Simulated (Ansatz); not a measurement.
Input:

Relaxed CsPbBr$_{3}$ (cubic perovskite):

```yaml
crystal:
  lattice:
    - [6.00277, 0.00000, 0.00000]
    - [0.00000, 6.00277, 0.00000]
    - [0.00000, 0.00000, 6.00277]
  atoms:
    - { symbol: Cs, position: [0.00000, 0.00000, 0.00000] }
    - { symbol: Pb, position: [0.50000, 0.50000, 0.50000] }
    - { symbol: Br, position: [0.00000, 0.50000, 0.50000] }
    - { symbol: Br, position: [0.50000, 0.50000, 0.00000] }
    - { symbol: Br, position: [0.50000, 0.00000, 0.50000] }
```

In this cell atom 1 (Cs, nearest neighbour Br at 4.245 Å; its periodic images, 6.0 Å or more away, move with it) is moved by s along Cartesian [111], unit vector (0.577, 0.577, 0.577); all other atoms and the cell stay fixed.

The numbers are results of PBE (plane waves to 420 eV, PAW, scalar-relativistic; Ansatz, an electronic-structure program), not measurements. k mesh 5×5×5 (Γ-centred), Fermi-Dirac smearing 0.05 eV. E stands for the smeared free energy. CsPbBr3 was relaxed with its symmetry unable to fall. Spin-orbit coupling is left out, though Pb is heavy. The PAW data are Ansatz's earlier set. This is a high-temperature form of CsPbBr3. ΔE is measured from the undisplaced structure.

The scan covers s from -0.850 to 0.850 Å in 11 points.

Q: Is the energy the same for equal positive and negative displacements?

A: Even: the same for both signs. With its periodic images moving along, the atom's site symmetry in this cell is m-3m.

Q: What force acts on the atom along the line at s = -0.850 Å?

A: 0.364 eV/Å.

Q: What is the energy change at s = 0.850 Å?

A: 79.5 meV/cell.

Q: What is the force constant k = d²E/ds² of this move at s = 0?

A: 0.02 eV/Å².

(A displaced cell: forces are minus the slopes of the energy, force constants its curvatures, and phonons follow from these.)
